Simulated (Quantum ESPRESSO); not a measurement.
```
CELL_PARAMETERS angstrom
      0.00000     3.28999     3.28999
      3.28999     0.00000     3.28999
      3.28999     3.28999     0.00000
ATOMIC_POSITIONS crystal
  Te 0.75000 0.75000 0.75000
  Hg 0.00000 0.00000 0.00000
```

The geometry is that of Materials Project entry mp-2730, symmetrised and not relaxed again.

What does norm-conserving PBEsol (Quantum ESPRESSO, 82 Ry, no spin-orbit coupling) give for the electronic structure near the Fermi level?

At this level the gap is closed or nearly so: along the path the highest valence and lowest conduction bands touch, or overlap by less than 0.6 eV, a zero-gap or semimetallic result; the valence top lies at Γ, the conduction bottom at Γ. Spin-orbit coupling is left out, which matters for elements this heavy: edges can move by tenths of an eV.
